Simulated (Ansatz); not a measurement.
Values for one crystal, relaxed and computed with the program Ansatz at the r²SCAN level (PAW); other levels are named.

| Property | Value |
|---|---|
| Volume per atom | 14.87 Å³ |
| Electronic character | metallic (no gap) |
| Formation energy from the elements (no fitted shifts) | -0.29 eV/atom |
| Density of states at the Fermi level | 0.44 states/eV per atom (mean over ±0.08 eV) |

Question: Pick the material that matches.
A. GePd, Pnma (Ge on 4c, Pd on 4c)
B. Ni5Ge3, C2/c (Pearson symbol mS32)
C. Ni3Ge, Cu3Au type
D. Ni3Se2, R32 (Ni on 9d, Se on 6c)

Answer: D, Ni3Se2, R32 (Ni on 9d, Se on 6c)

The workflow started from a Materials Project entry (that database holds measured and hypothetical structures alike); the Crystallography Open Database files this formula in space group No. 155, but the cells were not matched. Its standing as an ambient phase is unchecked. Symmetry was held in the r²SCAN relaxation; its stability against distortions is not shown here. No spin polarisation was allowed. The references are the lowest solids computed at this level, not always the standard phases. Scalar-relativistic: spin–orbit coupling is off unless named, which matters more the heavier the elements.

Potentials: the earlier of the program's two PAW sets.
